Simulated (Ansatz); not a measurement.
Profile along the N–Zr line in ZrN (rock salt)

ZrN (rock salt)

```
CELL_PARAMETERS angstrom
      0.00000     2.29761     2.29761
      2.29761     0.00000     2.29761
      2.29761     2.29761     0.00000
ATOMIC_POSITIONS crystal
  N  0.00000 0.00000 0.00000
  Zr 0.50000 0.50000 0.50000
```

Fields along a shortest N–Zr line of a {100} plane (2.30 Å), from N to Zr, interpolated on the slice's grid (step about 0.1 Å). All values below come from PBE (plane waves to 420 eV, PAW, scalar-relativistic; Ansatz, a quantum-chemistry and plane-wave program). k mesh 17×17×17. Near the nuclei the fields are pseudised (PAW); where an atom keeps semicore shells as valence, they peak there. The PAW data are Ansatz's earlier set. ZrN is run without spin polarisation. ZrN was relaxed with its symmetry unable to fall.

```
distance from N (Å)  valence electron density (e/Å³)  electron localisation function
-------------------  -------------------------------  ------------------------------
0.00                                            3.30                               x
0.23                                            3.45                               x
0.46                                            2.57                               x
0.69                                            1.19                            0.80
0.92                                            0.59                            0.53
1.15                                            0.45                            0.16
1.38                                            0.87                            0.37
1.61                                            2.27                            0.75
1.84                                            3.97                               x
2.07                                            4.07                               x
2.30                                            3.46                               x
```

x: too close to a nucleus for the ELF to mean much.

Density on the N–Zr line (2.30 Å) at its density minimum, 1.1 Å from N: 0.44 e/Å³. ELF at that point: 0.2.
